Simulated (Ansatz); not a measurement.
**Sr: rattling a relaxed structure**

The cell was found from a structure generator's guess, not taken from experiment.

All numbers below come from Ansatz 0.2.0, DFT PBE, scalar-relativistic, plane waves, PAW. Plane waves to 420 eV, a k mesh through Γ of 18×18×1 on the computed 2-atom cell and Gaussian smearing (0.10 eV); no spin polarisation.

The cell below (2 atoms, layer group p-3m1 (No. 72)) is relaxed within its symmetry. The sheet is periodic along a and b; c holds vacuum.

```
CELL_PARAMETERS angstrom
4.30114 0.00000 0.00000
-2.15057 3.72489 0.00000
0.00000 0.00000 30.85000
ATOMIC_POSITIONS crystal
Sr 0.33333 0.66667 0.23857
Sr 0.66667 0.33333 0.34490
```

For the test a repeat of it with 8 atoms (edges 8.60, 8.60 Å) was strained at random (σ = 1.5 % a component), the atoms were moved at random (σ = 0.10 Å), and all was relaxed again on a coarse 3×3×1 mesh (in the run’s order of axes) with 0.20 eV smearing, with no symmetry imposed.

Question: Is the structure stable against such a distortion?

Answer: It returns, within 1 meV/atom of the unmoved cell on that mesh and with the same symmetry when read at 0.1 Å (P-1 at 0.01 Å, so small strains and shifts remain). So it is stable against the distortions that fit this cell and that this random move excites. Modes that don't fit the cell aren't tested.
